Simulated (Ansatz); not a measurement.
**In$_{2}$Te$_{3}$, first-principles data**

In2Te3:
```
CELL_PARAMETERS angstrom
     -2.15837     6.43931     3.03181
      2.15837    -6.43931     3.03181
      2.15837     6.43931    -3.03181
ATOMIC_POSITIONS crystal
  In 0.39942 0.23898 0.16044
  In 0.07853 0.23898 0.83956
  Te 0.68158 0.03750 0.64408
  Te 0.39342 0.03750 0.35592
  Te 0.94718 0.94718 0.00000
```

Space group Imm2 (No. 44); conventional cell a = 4.3167 Å, b = 12.8786 Å, c = 6.0636 Å, α = β = γ = 90.00°.

Method: DFT-LDA in the program Ansatz with PAW potentials. The cell and atoms are relaxed at this level. Other levels are named where they apply.

### Cell and energy

| Item | Value |
|---|---|
| Volume per atom | 33.71 Å³ |
| Density | 6.03 g/cm³ |
| Formation energy from the elements (no fitted shifts) | -0.25 eV/atom |

### Electronic structure

| Property | Result |
|---|---|
| Band gap | 0.08 eV (smallest direct gap 0.10 eV) |
| Valence-band maximum | at X (k = 0.500, 0.500, 0.500 in fractions of the reciprocal vectors) |
| Conduction-band minimum | at Γ |
| Electron effective mass | 0.019, 0.065, 0.072 mₑ (principal values) |
| Hole effective mass | 0.19, 0.93, 23 mₑ (principal values) |

### Phonons

| Item | Result |
|---|---|
| Highest zone-centre frequency (without LO–TO term) | 5.48 THz |
| Zone-centre stability | no imaginary mode at Γ |

The first step of the workflow began from a Materials Project structure, measured or hypothetical; the Crystallography Open Database copy checked does not list it. COD files the formula under space group No. 216. Whether it is the stable phase at ambient conditions was not checked. The cell was relaxed with LDA under the symmetry of its start. The references are the lowest solids computed at this level, not always the standard phases. Scalar-relativistic: spin–orbit coupling is off unless named, which matters more the heavier the elements.

Potentials: the later of the program's two PAW sets.
